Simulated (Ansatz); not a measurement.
**InGa3As4: rattling a relaxed structure**

The structure comes from a generated guess, relaxed at this level; another structure or a mixture of phases may lie lower.

Computed with Ansatz, DFT PBE, scalar-relativistic, plane waves, PAW. Cutoff 420 eV; k points 10×10×10 on the computed 8-atom cell (Γ-centred); Gaussian smearing, width 0.10 eV; no spin polarisation.

The cell below (8 atoms, space group I-42m (No. 121)) is relaxed within its symmetry.

```yaml
crystal:
  lattice:
    - [-2.92920, 2.92920, 5.84771]
    - [2.92920, -2.92920, 5.84771]
    - [2.92920, 2.92920, -5.84771]
  atoms:
    - { symbol: In, position: [0.00000, 0.00000, 0.00000] }
    - { symbol: Ga, position: [0.75000, 0.25000, 0.50000] }
    - { symbol: Ga, position: [0.50000, 0.50000, 0.00000] }
    - { symbol: Ga, position: [0.25000, 0.75000, 0.50000] }
    - { symbol: As, position: [0.39198, 0.39198, 0.52449] }
    - { symbol: As, position: [0.13251, 0.60802, 0.00000] }
    - { symbol: As, position: [0.86749, 0.86749, 0.47551] }
    - { symbol: As, position: [0.60802, 0.13251, 0.00000] }
```

For the test it was strained at random (σ = 1.5 % a component), the atoms were moved at random (σ = 0.05 Å), and all was relaxed again on a coarse 4×4×4 mesh (in the run’s order of axes) with 0.20 eV smearing, with no symmetry imposed.

Task: What happens?

Result: It returns, within 1 meV/atom of the unmoved cell on that mesh and with the same symmetry when read at 0.1 Å. No instability shows in this cell; modes of other wave vectors, which need another repeat, aren't tested.
